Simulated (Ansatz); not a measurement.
**Profile along the Cu–Au line in CuAu (CuAu type, space group P4/mmm)**

CuAu (CuAu type, space group P4/mmm)

```
CELL_PARAMETERS angstrom
      2.88152     0.00000     0.00000
      0.00000     2.88152     0.00000
      0.00000     0.00000     3.61476
ATOMIC_POSITIONS crystal
  Cu 0.50000 0.50000 0.50000
  Au 0.00000 0.00000 0.00000
```

Fields along a shortest Cu–Au line of a (0 -1 1) plane (2.72 Å), from Cu to Au, interpolated on the slice's grid (step about 0.2 Å). All values below come from PBE (plane waves to 420 eV, PAW, scalar-relativistic; Ansatz, an electronic-structure program). k mesh 16×16×13. Inside the PAW spheres the values are not all-electron values, and peaks at nuclei hang on which shells count as valence. CuAu is run without spin polarisation. CuAu was relaxed with its symmetry unable to fall. Spin-orbit coupling is left out, though Au is heavy.

```tsv
distance from Cu (Å)	valence electron density (e/Å³)	electron localisation function
0.00	70.23	x
0.27	34.42	x
0.54	5.97	0.31
0.82	0.90	0.17
1.09	0.30	0.15
1.36	0.29	0.24
1.63	0.57	0.31
1.90	2.14	0.46
2.18	6.56	0.57
2.45	11.99	x
2.72	15.06	x
```

x: too close to a nucleus for the ELF to mean much.

Density on the Cu–Au line (2.72 Å) at its density minimum, 1.2 Å from Cu: 0.27 e/Å³. ELF at that point: 0.2.
